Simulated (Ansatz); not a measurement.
Input and command of a calculation in Ansatz (plane waves; scalar-relativistic PAW potentials unless the input names others):

```yaml
crystal:
  lattice:
    - [-2.0500366686, 2.0500366686, 4.0488713059]
    - [2.0500366686, -2.0500366686, 4.0488713059]
    - [2.0500366686, 2.0500366686, -4.0488713059]
  atoms:
    - { symbol: Ti, position: [0.25, 0.75, 0.5] }
    - { symbol: Ti, position: [0.5, 0.5, 0.0] }
    - { symbol: Ti, position: [0.75, 0.25, 0.5] }
    - { symbol: O, position: [0.0, 0.5, 0.5] }
    - { symbol: O, position: [0.2426947648, 0.2426947648, 0.0] }
    - { symbol: O, position: [0.5, 0.0, 0.5] }
    - { symbol: O, position: [0.7573052352, 0.7573052352, 0.0] }
basis:
  ecutwfc: 420
kpoints:
  mp_grid: { grid: [14, 14, 14] }
hamiltonian:
  xc: pbesol
scf:
  occupations: { method: gaussian, width: 0.15 }
  max_iter: 50
output:
  forces: true
  eigenvalues: true
  stress: true
total_charge: 0.5
```

```bash
ansatz run input.yaml --threads 2 --pin off --max-ram 5120MiB --backend cpu --events-out ev --progress --plain --runs-dir out
```

Abridged log:
```
Basis set: ecut = 420 eV, 1329 PW (Γ), exchange–correlation on 72×72×72 points (8 copies of the dense FFT grid, shifted against one another)
Bands: 37, of which v1, the nominal top of the filled ones, is band 30 counted from 1 (29 counted from 0)
Symmetry: 16 space group operations
k-points: 244 of 2744
SCF iter   1: F=—  HF=-9682.708265 eV  |F-HF|=—  |Δ(HF+E_count)|=         —  Δρ=1.25e-2  dr2=1.02e-1  ethr=1.77e-3  ⟨swp⟩=4.6  Hψ=34439  notcnv=0
SCF iter   2: F=—  HF=-9682.717779 eV  |F-HF|=—  |Δ(HF+E_count)|=   9.51e-3  Δρ=9.97e-3  dr2=6.24e-2  ethr=1.72e-4  ⟨swp⟩=2.9  Hψ=21083  notcnv=0  defer=336
SCF iter   3: F=—  HF=-9682.704873 eV  |F-HF|=—  |Δ(HF+E_count)|=   1.29e-2  Δρ=2.75e-3  dr2=3.90e-3  ethr=1.05e-4  ⟨swp⟩=2.0  Hψ=13910  notcnv=0  defer=336
SCF iter   4: F=—  HF=-9682.704266 eV  |F-HF|=—  |Δ(HF+E_count)|=   6.06e-4  Δρ=4.79e-4  dr2=9.88e-5  ethr=6.56e-6  ⟨swp⟩=2.0  Hψ=12282  notcnv=0  defer=336
SCF iter   5: F=—  HF=-9682.704269 eV  |F-HF|=—  |Δ(HF+E_count)|=   2.51e-6  Δρ=1.02e-4  dr2=6.00e-6  ethr=1.66e-7  ⟨swp⟩=2.0  Hψ=13233  notcnv=0  defer=336
SCF iter   6: F=—  HF=-9682.704269 eV  |F-HF|=—  |Δ(HF+E_count)|=   2.03e-7  Δρ=2.97e-5  dr2=4.96e-7  ethr=1.01e-8  ⟨swp⟩=2.0  Hψ=14446  notcnv=0  defer=336
SCF iter   7: F=-9682.704269 eV  HF=-9682.704269 eV  |F-HF|=1.95e-9  |Δ(HF+E_count)|=   1.14e-7  Δρ=4.17e-6  dr2=6.26e-9  ethr=1.68e-10  ⟨swp⟩=10.2  Hψ=39199  notcnv=0
SCF 1 converged in 7 iterations: F = -9682.704269 eV  dr2 = 6.26e-9
SCF converged after 7 iterations
Free energy (F): -9682.704269 eV
Harris-Foulkes:  -9682.704269 eV  (|F-HF|=1.95e-9)
Internal energy: -9682.681929 eV  (E = F + TS)
E sigma→0 (E₀):  -9682.693099 eV
Entropy (-TS):   -0.022340 eV (-3.191 meV/atom)
Fermi energy:    14.701228 eV
--- Forces (eV/Å), atoms counted from 1 ---
  atom   1  Ti     0.00000000     0.00000000     0.00000000
  atom   2  Ti     0.00000000     0.00000000     0.00000000
  atom   3  Ti     0.00000000     0.00000000     0.00000000
  atom   4  O      0.00000000     0.00000000     0.00000000
  atom   5  O      0.00000000     0.00000000     0.21750170
  atom   6  O      0.00000000     0.00000000     0.00000000
  atom   7  O      0.00000000     0.00000000    -0.21750170
--- Stress (GPa, compression-positive) ---
        4.807809       0.000000       0.000000
        0.000000       4.807809       0.000000
        0.000000       0.000000       5.779873
  P = ⅓ Tr σ = 5.1318 GPa (51.318 kbar)
```

**Question.** Find the fault.

**Answer.** The fault is a net charge on a solid that should be neutral, 0.5 electrons a cell too few, offset by a uniform background, so that energy and pressure hang on that convention (total_charge: not typed → 0.5, the first being the value of the sound run). Setting it back cures it. The run converged all the same, with a total energy on another zero, pressure 5.13 GPa (with the neutralising background of the charged cell), largest force 0.218 eV/Å, no gap on the mesh, so convergence alone doesn't show that an input is right. A reference run from the same start on usual settings converged with pressure 0.00 GPa, largest force 0.010 eV/Å, no gap on the mesh.

It took 43 s on 2 threads of Intel(R) Xeon(R) Processor @ 2.50GHz (Skylake/Cascade Lake), with other jobs on the host, peak memory 0.71 GiB.